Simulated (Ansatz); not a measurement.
VS$_{2}$:
```
VS2
1.0
    3.12243     0.00000     0.00000
   -1.56122     2.70411     0.00000
    0.00000     0.00000    11.85655
V S
2 4
Direct
  0.66667   0.33333   0.75000
  0.33333   0.66667   0.25000
  0.33333   0.66667   0.87448
  0.66667   0.33333   0.12552
  0.66667   0.33333   0.37448
  0.33333   0.66667   0.62552
```
The run is spin-polarised; directions of the spins, atom by atom: ↑ ↑ 0 0 0 0.

Relaxed with PBEsol. Special points in fractions of this cell's reciprocal vectors: Γ (0.000, 0.000, 0.000); M (0.500, 0.000, 0.000); K (0.333, 0.333, 0.000); A (0.000, 0.000, 0.500); L (0.500, 0.000, 0.500); H (0.333, 0.333, 0.500).

Q: List the band energies nearest the Fermi level at these points for PBEsol in the plane-wave PAW code Ansatz.

A: In eV from the Fermi level; about four levels below and three above (degenerate sets whole), none deeper than 8.9 eV; points with the same levels are listed once.

| k | below | above |
|---|---|---|
| Γ ↑ | -0.98 -0.98 -0.11 -0.03 | 0.79 2.72 2.72 |
| M ↑ | -1.08 -0.87 -0.76 -0.50 | 1.45 1.50 1.74 |
| K ↑ | -3.30 -3.30 -1.48 -1.48 | 0.07 0.21 1.12 1.12 |
| A ↑ | -1.01 -1.01 -1.01 -1.01 | 0.64 0.64 2.73 2.73 2.73 2.73 |
| L ↑ | -0.98 -0.98 -0.60 -0.60 | 1.47 1.47 1.82 1.82 |
| H ↑ | -2.87 -2.87 -1.58 -1.58 | 0.13 0.13 1.13 1.13 |
| Γ ↓ | -0.84 -0.84 -0.78 -0.78 -0.02 | 0.48 1.35 2.85 2.85 |
| M ↓ | -1.35 -1.03 -0.81 -0.31 | 0.00 2.04 2.08 |
| K ↓ | -3.26 -3.26 -3.26 -3.26 -1.37 -1.37 | 0.61 0.75 1.81 1.81 |
| A ↓ | -0.81 -0.81 -0.81 -0.81 | 1.14 1.14 2.86 2.86 2.86 2.86 |
| L ↓ | -0.92 -0.92 -0.13 -0.13 | 2.06 2.06 2.49 2.49 |
| H ↓ | -2.79 -2.79 -1.47 -1.47 | 0.67 0.67 1.81 1.81 |

Space group P6_3/mmc. The workflow started from a Materials Project entry (that database holds measured and hypothetical structures alike); the Crystallography Open Database copy checked does not list it. Whether it is the stable phase at ambient conditions was not checked. The cell was relaxed with PBEsol under the symmetry of its start; whether a distortion lowers the energy is not shown. Magnetic state: ferromagnetic, chosen from 5 collinear starts compared on coarse meshes (ties went to the first, and starts can fall back to one state), not a proven ground state. No Hubbard U is applied. A crystal of weakly bound layers computed without a dispersion correction: the cell and the soft elastic constants depend strongly on that. The compound may be a true metal, but semilocal functionals without U, or a wrong spin order, can also close a gap.

Potentials: the later of the program's two PAW sets.
